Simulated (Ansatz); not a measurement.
Li:
```
Li
1.0
    2.99091     0.00000     0.00000
   -1.49545     2.59020     0.00000
    0.00000     0.00000     4.89513
Li
2
Direct
  0.33333   0.66667   0.25000
  0.66667   0.33333   0.75000
```

Relaxed with LDA. Special points in fractions of this cell's reciprocal vectors: Γ (0.000, 0.000, 0.000); M (0.500, 0.000, 0.000); K (0.333, 0.333, 0.000); A (0.000, 0.000, 0.500); L (0.500, 0.000, 0.500); H (0.333, 0.333, 0.500).

List the band energies nearest the Fermi level at these points for DFT-LDA in the program Ansatz with PAW potentials.

In eV from the Fermi level; about four levels below and three above (degenerate sets whole), none deeper than 8.9 eV; … stands for higher levels left out; points with the same levels are listed once.

```csv
k,below,above
Γ,-3.58 -0.06,3.16 12.87 12.87
M,-0.10,1.13 4.83 6.08
K,–,1.33 2.34 2.34
A,-2.46 -2.46,8.28 8.28 …
L,–,0.68 0.68 3.75 3.75
H,–,2.22 2.22 2.85 2.85
```

Space group P6_3/mmc (hcp (Mg type)). The workflow started from a Materials Project entry (that database holds measured and hypothetical structures alike); the Crystallography Open Database files this formula in space group No. 194, but the cells were not matched. It is not the phase usual at ambient conditions (space group No. 229). Symmetry was held in the LDA relaxation; whether a distortion lowers the energy is not shown.

Potentials: the earlier of the program's two PAW sets. The files were generated under PBE; for other functionals the program regenerates the frozen cores, and for LDA and PBEsol the local potential too.
